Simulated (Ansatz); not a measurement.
### Question
CdTe (rock salt, Fm-3m) is relaxed with PBE in the plane-wave PAW code Ansatz. What lattice parameters of the conventional cell result?

### Answer
a = 6.123 Å.

These are the values of the symmetrised cell.

### Question
Is it a metal or does it have a gap at this level?

### Answer
No gap at this level.

This is a known high-pressure phase of the composition, computed here at zero pressure and temperature. Symmetry was held in the PBE relaxation; its stability against distortions is not shown here. Spin–orbit coupling is left out wherever it is not named.

Potentials: the later of the program's two PAW sets.
